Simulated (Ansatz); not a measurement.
In$_{2}$SbAs:
```xyz
4
Lattice="2.2059 1.2736 7.2157 -2.2059 1.2736 7.2157 0.0000 -2.5471 7.2157" Properties=species:S:1:pos:R:3 pbc="T T T"
In     0.0000     0.0000     0.1065
In     0.0000     0.0000    10.7230
Sb     0.0000     0.0000    13.5144
As     0.0000     0.0000     2.7155
```

Relaxed with LDA.

Which orbitals make up the states near the Fermi level in LDA in the plane-wave PAW code Ansatz?

Within 0.5 eV of the Fermi level: Sb 5p 49 %, In 5p 20 %, As 4p 20 %, In 5s 6 %. Projections are on Löwdin-orthogonalised atomic valence shells; empty p or d shells of many metals are not among them.

Tabulate the density of states.

States/eV per cell of 4 atoms, in 0.25 eV bins, energy from the Fermi level.

| E (eV) | total | In 5p | As 4p | Sb 5p |
|---|---|---|---|---|
| -7.85 | 0.00 | 0.00 | 0.00 | 0.00 |
| -7.60 | 0.00 | 0.00 | 0.00 | 0.00 |
| -7.35 | 0.00 | 0.00 | 0.00 | 0.00 |
| -7.10 | 0.00 | 0.00 | 0.00 | 0.00 |
| -6.85 | 0.00 | 0.00 | 0.00 | 0.00 |
| -6.60 | 0.00 | 0.00 | 0.00 | 0.00 |
| -6.35 | 0.00 | 0.00 | 0.00 | 0.00 |
| -6.10 | 2.26 | 0.06 | 0.63 | 0.35 |
| -5.85 | 4.44 | 0.32 | 1.03 | 0.87 |
| -5.60 | 2.40 | 0.19 | 0.47 | 0.55 |
| -5.35 | 1.49 | 0.12 | 0.30 | 0.33 |
| -5.10 | 1.09 | 0.09 | 0.23 | 0.24 |
| -4.85 | 0.86 | 0.07 | 0.18 | 0.18 |
| -4.60 | 0.69 | 0.06 | 0.15 | 0.14 |
| -4.35 | 0.57 | 0.05 | 0.14 | 0.10 |
| -4.10 | 0.47 | 0.04 | 0.14 | 0.07 |
| -3.85 | 0.44 | 0.04 | 0.14 | 0.05 |
| -3.60 | 0.66 | 0.16 | 0.28 | 0.06 |
| -3.35 | 2.39 | 0.85 | 0.86 | 0.49 |
| -3.10 | 2.85 | 1.00 | 0.86 | 0.77 |
| -2.85 | 2.72 | 0.91 | 0.89 | 0.69 |
| -2.60 | 3.46 | 1.13 | 1.25 | 0.86 |
| -2.35 | 4.01 | 1.27 | 1.60 | 0.93 |
| -2.10 | 2.86 | 0.85 | 1.09 | 0.75 |
| -1.85 | 3.06 | 0.88 | 0.96 | 1.06 |
| -1.60 | 3.20 | 0.89 | 0.97 | 1.21 |
| -1.35 | 2.97 | 0.77 | 0.90 | 1.18 |
| -1.10 | 2.04 | 0.51 | 0.49 | 0.96 |
| -0.85 | 1.31 | 0.31 | 0.30 | 0.66 |
| -0.60 | 0.96 | 0.21 | 0.20 | 0.52 |
| -0.35 | 0.67 | 0.13 | 0.12 | 0.40 |
| -0.10 | 0.17 | 0.03 | 0.03 | 0.11 |
| 0.15 | 0.08 | 0.02 | 0.02 | 0.02 |
| 0.40 | 0.19 | 0.05 | 0.04 | 0.02 |
| 0.65 | 0.49 | 0.13 | 0.09 | 0.03 |
| 0.90 | 0.75 | 0.21 | 0.15 | 0.05 |
| 1.15 | 1.08 | 0.34 | 0.22 | 0.07 |
| 1.40 | 1.99 | 0.70 | 0.35 | 0.15 |
| 1.65 | 2.87 | 0.93 | 0.47 | 0.31 |
| 1.90 | 3.35 | 1.01 | 0.46 | 0.50 |
| 2.15 | 3.17 | 0.95 | 0.37 | 0.58 |
| 2.40 | 2.15 | 0.61 | 0.29 | 0.38 |
| 2.65 | 2.16 | 0.76 | 0.27 | 0.34 |
| 2.90 | 2.00 | 0.81 | 0.27 | 0.28 |
| 3.15 | 1.74 | 0.83 | 0.26 | 0.18 |
| 3.40 | 2.20 | 1.12 | 0.31 | 0.24 |
| 3.65 | 4.13 | 2.23 | 0.47 | 0.50 |
| 3.90 | 3.36 | 1.81 | 0.37 | 0.43 |
| 4.15 | 2.77 | 1.51 | 0.32 | 0.34 |
| 4.40 | 3.63 | 1.85 | 0.44 | 0.42 |
| 4.65 | 3.41 | 1.66 | 0.35 | 0.45 |
| 4.90 | 3.40 | 1.56 | 0.33 | 0.46 |

Space group R3m. The first step of the workflow began from a Materials Project structure, measured or hypothetical; the Crystallography Open Database copy checked does not list it. Whether it is the stable phase at ambient conditions was not checked. The cell was relaxed with LDA under the symmetry of its start; of distortions, only those at the zone centre were tested. A small band overlap can be real or an error of a semilocal functional. Scalar-relativistic: spin–orbit coupling is off unless named, which matters more the heavier the elements.

Potentials: the later of the program's two PAW sets.
